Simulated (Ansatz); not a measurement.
InAg3 (Cu3Au type, Pm-3m), the program Ansatz at the PBE level (PAW), all energies at zero smearing, with the estimated change up to a 700 eV cutoff added, with one set of potentials and settings (totals compare only within such a set). Cell of 4 atoms (1 In, 3 Ag): -28369.672 eV.

```csv
element,reference phase,E (eV/atom)
In,"I4/mmm, 1 atoms in the cell",-5597.8481
Ag,"R-3m, 3 atoms in the cell",-7590.5531
```

Formation energy per atom, worked out: (-28369.672 − 1×(-5597.8481) − 3×(-7590.5531))/4 = -0.041 eV/atom (-4 kJ per mol of atoms), at 0 K, without zero-point energy or fitted corrections.

The first step of the workflow began from a Materials Project structure, measured or hypothetical; the Crystallography Open Database files this formula in space group No. 221, but the cells were not matched. Whether it is the stable phase at ambient conditions was not checked. The PBE relaxation kept the symmetry of its start; whether a distortion lowers the energy is not shown. The run is not spin-polarised. The references are the lowest solids computed at this level, not always the standard phases.

Potentials: the later of the program's two PAW sets.
